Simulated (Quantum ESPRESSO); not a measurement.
## AlSi3C3N (input and log of a self-consistent run)

Computed values, not a measurement. The program is pw.x of Quantum ESPRESSO 7.5 (plane-wave density functional theory). The cell is made up: 8 atoms on a zincblende/diamond lattice, with randomly drawn elements, strain and displacements, not relaxed. PseudoDojo standard norm-conserving files (v0.5 for PBE, v0.4.1 for LDA and PBEsol) set the functional; there is no spin polarisation, spin-orbit coupling or dispersion term, and the masses in the input are unused placeholders.

Input:

```
&control calculation='scf', pseudo_dir='./dojo.nc.sr.pbe.v0_5.standard.upf', outdir='./o', disk_io='low', tprnfor=.true., tstress=.true. /
&system ibrav=0, nat=8, ntyp=4, nbnd=22, ecutwfc=84.00895049, nosym=.true., tot_charge=0,
 occupations='smearing', smearing='fd', degauss=0.0018374661
/
&electrons conv_thr=7.350e-09, electron_maxstep=60, /
ATOMIC_SPECIES
Al 1.0 Al.upf
C 1.0 C.upf
N 1.0 N.upf
Si 1.0 Si.upf
CELL_PARAMETERS angstrom
4.2991 -0.0791 -0.0103
-0.0791 4.4249 0.0043
-0.0104 0.0043 4.2831
ATOMIC_POSITIONS angstrom
Al -0.0251 0.0075 0.0231
Si -0.0015 2.2177 2.1229
Si 2.1581 -0.1239 2.1787
Si 2.0734 2.1671 0.0015
C 0.9507 1.0147 1.1119
N 1.0265 3.2803 3.1594
C 3.149 1.0824 3.1731
C 3.1766 3.2256 1.0232
K_POINTS automatic
4 4 4 1 1 1
```

The log is shortened where brackets say so; the opening notice, blank lines, dates and the lines on written files are dropped, and the path of the files is cut. It prints rydbergs, bohrs and kilobars, and counts compression as positive stress. With no partly filled state, the Fermi energy that it prints is only some level between the filled and the empty states on the mesh, and need not lie in the true gap.

```
     Program PWSCF v.7.5
     Parallel version (MPI & OpenMP), running on       4 processor cores
     Number of MPI processes:                 4
     Threads/MPI process:                     1
     [start-up lines left out]
     bravais-lattice index     =            0
     lattice parameter (alat)  =       8.1255  a.u.
     unit-cell volume          =     549.6548 (a.u.)^3
     number of atoms/cell      =            8
     number of atomic types    =            4
     number of electrons       =        32.00
     number of Kohn-Sham states=           22
     kinetic-energy cutoff     =      84.0090  Ry
     charge density cutoff     =     336.0358  Ry
     scf convergence threshold =      7.3E-09
     mixing beta               =       0.7000
     number of iterations used =            8  plain     mixing
     Exchange-correlation= PBE
                           (   1   4   3   4   0   0   0)
     [axes and pseudopotential details left out]
   Cartesian axes
     site n.     atom                  positions (alat units)
         1        Al     tau(   1) = (  -0.0058374   0.0017443   0.0053723  )
         2        Si     tau(   2) = (  -0.0003489   0.5157634   0.4937160  )
         3        Si     tau(   3) = (   0.5019024  -0.0288150   0.5066933  )
         4        Si     tau(   4) = (   0.4822040   0.5039955   0.0003489  )
         5        C      tau(   5) = (   0.2211013   0.2359855   0.2585910  )
         6        N      tau(   6) = (   0.2387298   0.7628889   0.7347715  )
         7        C      tau(   7) = (   0.7323528   0.2517303   0.7379577  )
         8        C      tau(   8) = (   0.7387717   0.7501675   0.2379623  )
     number of k points=    32  Fermi-Dirac smearing, width (Ry)=  0.0018
                       cart. coord. in units 2pi/alat
        k(    1) = (   0.1275972   0.1236260   0.1256743), wk =   0.0625000
        k(    2) = (   0.1281942   0.1233927   0.3766530), wk =   0.0625000
     [further k points left out]
     Dense  grid:    57187 G-vectors     FFT dimensions: (  48,  50,  48)
     Estimated max dynamical RAM per process >      85.47 MB
     Estimated total dynamical RAM >     299.98 MB
     Initial potential from superposition of free atoms
     starting charge      31.9956, renormalised to      32.0000
     Starting wfcs are   32 randomized atomic wfcs
     total cpu time spent up to now is        2.4 secs
     per-process dynamical memory:    62.7 Mb
     Self-consistent Calculation
     iteration #  1     ecut=    84.01 Ry     beta= 0.70
     Davidson diagonalization with overlap
     ethr =  1.00E-02,  avg # of iterations =  3.9
     total cpu time spent up to now is        5.0 secs
     total energy              =     -86.26935338 Ry
     estimated scf accuracy    <       2.05700526 Ry
     iteration #  2     ecut=    84.01 Ry     beta= 0.70
     Davidson diagonalization with overlap
     ethr =  6.43E-03,  avg # of iterations =  2.0
     total cpu time spent up to now is        7.2 secs
     total energy              =     -86.91062333 Ry
     estimated scf accuracy    <       0.87549136 Ry
     iteration #  3     ecut=    84.01 Ry     beta= 0.70
     Davidson diagonalization with overlap
     ethr =  2.74E-03,  avg # of iterations =  2.0
     total cpu time spent up to now is        9.0 secs
     total energy              =     -87.03793744 Ry
     estimated scf accuracy    <       0.02229474 Ry
     iteration #  4     ecut=    84.01 Ry     beta= 0.70
     Davidson diagonalization with overlap
     ethr =  6.97E-05,  avg # of iterations =  8.1
     total cpu time spent up to now is       12.2 secs
     total energy              =     -87.05112019 Ry
     estimated scf accuracy    <       0.00653380 Ry
     iteration #  5     ecut=    84.01 Ry     beta= 0.70
     Davidson diagonalization with overlap
     ethr =  2.04E-05,  avg # of iterations =  4.0
     total cpu time spent up to now is       14.5 secs
     total energy              =     -87.05164396 Ry
     estimated scf accuracy    <       0.00272312 Ry
     iteration #  6     ecut=    84.01 Ry     beta= 0.70
     Davidson diagonalization with overlap
     ethr =  8.51E-06,  avg # of iterations =  2.7
     total cpu time spent up to now is       16.5 secs
     total energy              =     -87.05153593 Ry
     estimated scf accuracy    <       0.00066635 Ry
     iteration #  7     ecut=    84.01 Ry     beta= 0.70
     Davidson diagonalization with overlap
     ethr =  2.08E-06,  avg # of iterations =  6.8
     total cpu time spent up to now is       19.2 secs
     total energy              =     -87.05165248 Ry
     estimated scf accuracy    <       0.00002273 Ry
     iteration #  8     ecut=    84.01 Ry     beta= 0.70
     Davidson diagonalization with overlap
     ethr =  7.10E-08,  avg # of iterations =  3.4
     total cpu time spent up to now is       21.7 secs
     total energy              =     -87.05166765 Ry
     estimated scf accuracy    <       0.00000357 Ry
     iteration #  9     ecut=    84.01 Ry     beta= 0.70
     Davidson diagonalization with overlap
     ethr =  1.12E-08,  avg # of iterations =  2.0
     total cpu time spent up to now is       23.5 secs
     total energy              =     -87.05166784 Ry
     estimated scf accuracy    <       0.00000065 Ry
     iteration # 10     ecut=    84.01 Ry     beta= 0.70
     Davidson diagonalization with overlap
     ethr =  2.02E-09,  avg # of iterations =  2.0
     total cpu time spent up to now is       25.6 secs
     total energy              =     -87.05166799 Ry
     estimated scf accuracy    <       0.00000001 Ry
     iteration # 11     ecut=    84.01 Ry     beta= 0.70
     Davidson diagonalization with overlap
     ethr =  4.39E-11,  avg # of iterations =  5.0
     total cpu time spent up to now is       28.4 secs
     End of self-consistent calculation
          k = 0.1276 0.1236 0.1257 (  7131 PWs)   bands (ev):
    -7.5742  -3.6404  -1.2361  -0.7861   1.6112   1.9441   3.3123   4.2783
     5.0793   5.7965   5.9203   6.4208   7.1725   8.0891   9.0379   9.3744
    11.3821  11.5379  12.0270  14.7274  15.1508  15.2312
     [levels at the other k points left out]
     the Fermi energy is    10.3920 ev
!    total energy              =     -87.05166800 Ry
     estimated scf accuracy    <          4.7E-09 Ry
     smearing contrib. (-TS)   =      -0.00000000 Ry
     internal energy E=F+TS    =     -87.05166800 Ry
     The total energy is F=E-TS. E is the sum of the following terms:
     one-electron contribution =      15.93126822 Ry
     hartree contribution      =      12.82231782 Ry
     xc contribution           =     -31.25451544 Ry
     ewald contribution        =     -84.55073860 Ry
     convergence has been achieved in  11 iterations
     Forces acting on atoms (cartesian axes, Ry/au):
     atom    1 type  1   force =    -0.02969385   -0.00492609   -0.10498139
     atom    2 type  4   force =    -0.07568593   -0.04884156   -0.01786708
     atom    3 type  4   force =     0.02350816    0.08050552   -0.08160364
     atom    4 type  4   force =     0.01628350   -0.06772597    0.01122323
     atom    5 type  2   force =     0.14853559    0.09870558    0.05957444
     atom    6 type  3   force =     0.00001742   -0.03138147    0.03872920
     atom    7 type  2   force =    -0.01302207    0.02087187    0.00463160
     atom    8 type  2   force =    -0.06994281   -0.04720788    0.09029363
     Total force =     0.304583     Total SCF correction =     0.000038
     Computing stress (Cartesian axis) and pressure
          total   stress  (Ry/bohr**3)                   (kbar)     P=      102.66
   0.00076890   0.00089567   0.00019481          113.11      131.76       28.66
   0.00089567   0.00040420   0.00008721          131.76       59.46       12.83
   0.00019481   0.00008721   0.00092054           28.66       12.83      135.42
     init_run     :      2.19s CPU      2.27s WALL (       1 calls)
     electrons    :     25.83s CPU     26.00s WALL (       1 calls)
     forces       :      0.42s CPU      0.43s WALL (       1 calls)
     stress       :      1.37s CPU      1.37s WALL (       1 calls)
     [timing details left out]
     PWSCF        :     29.99s CPU     30.29s WALL
     JOB DONE.
```

In other units: free energy -1184.398 eV for the cell, pressure 10.27 GPa, largest force component 3.819 eV/Å. A rerun of the same cell at another strain at 1437 eV and a 6 x 6 x 6 mesh moved values by no more than 0.006 eV in energy, 0.02 GPa in stress and 0.003 eV/Å in force.